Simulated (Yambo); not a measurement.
G0W0@LDA for Sr2GaSbO6 (space group Fm-3m, No. 225) in Yambo. Reference settings: 2×2×2 Γ-centred k mesh, 201 bands and a 7 Ry block in the screening, 201 bands in G with the Bruneval-Gonze terminator, plasmon pole fitted at 27.2 eV. The LDA gap Γ → Γ on this mesh is 0.55 eV; G0W0 gaps are taken between the same points.

The settings were changed. The gap went from 1.81 eV to 2.29 eV, and the shift of the valence edge from -0.59 eV to -0.66 eV.

Question: Which change was made?
A. 1×1×1 mesh
B. 65 bands in W, 65 bands in G, 3 Ry block
C. 87 bands in W, 87 bands in G, 2 Ry block
D. 65 bands in W, 65 bands in G, 2 Ry block

Answer: C, 87 bands in W, 87 bands in G, 2 Ry block. The others gave (gap, valence shift): 1×1×1 mesh: 1.78, -0.40 eV; 65 bands in W, 65 bands in G, 2 Ry block: 2.55, -0.70 eV; 65 bands in W, 65 bands in G, 3 Ry block: 2.42, -0.55 eV.

The standard potentials for Ga, Sb keep a d shell in the valence without the s and p states of that shell. In tests on such compounds this moved G0W0 gaps by up to about 0.9 eV, so absolute quasiparticle energies here are unreliable; differences between settings are what counts.

Spin-orbit coupling is not included.

Geometry of the Materials Project entry, not relaxed at this level; primitive cell a = b = c = 5.641 Å, α = β = γ = 60.00°.

The structure is a Materials Project entry; no match was found in the copy of COD used, and its stability was not checked.

A shift is the quasiparticle energy of the state minus its LDA energy.
